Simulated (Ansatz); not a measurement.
AlZnNO:
```
AlZnNO
1.0
    3.13850     0.00000     0.00000
   -1.56925     2.71802     0.00000
    0.00000     0.00000     5.14689
Al Zn O N
1 1 1 1
Direct
  0.33333   0.66667   0.50483
  0.66667   0.33333   0.98733
  0.33333   0.66667   0.15103
  0.66667   0.33333   0.60680
```

Relaxed with PBEsol. Special points in fractions of this cell's reciprocal vectors: Γ (0.000, 0.000, 0.000); M (0.500, 0.000, 0.000); K (0.333, 0.333, 0.000); A (0.000, 0.000, 0.500); L (0.500, 0.000, 0.500); H (0.333, 0.333, 0.500).

List the band energies nearest the valence-band maximum at these points for PBEsol (plane waves, PAW; program Ansatz).

In eV from the valence-band maximum; about four levels below and three above (degenerate sets whole), none deeper than 8.9 eV; points with the same levels are listed once.

| k | below | above |
|---|---|---|
| Γ | -0.85 -0.85 -0.35 0.00 0.00 | 2.24 6.68 9.54 |
| M | -2.91 -2.09 -1.40 -0.46 | 5.79 6.85 7.07 |
| K | -3.13 -2.55 -1.62 -1.43 | 6.09 8.32 8.35 |
| A | -0.60 -0.60 -0.23 -0.23 | 4.78 5.55 9.71 |
| L | -2.21 -1.55 -1.03 -0.51 | 4.98 6.05 9.01 |
| H | -3.36 -2.63 -1.70 -0.19 | 7.07 7.43 7.90 |

Space group P3m1. The start of the workflow was typed in or built on a structure type; neither database checked (COD, Materials Project) lists it. Whether it is the stable phase at ambient conditions was not checked. Symmetry was held in the PBEsol relaxation; its stability against distortions is not shown here.

Potentials: the earlier of the program's two PAW sets. The files were generated under PBE; for other functionals the program regenerates the frozen cores, and for LDA and PBEsol the local potential too.
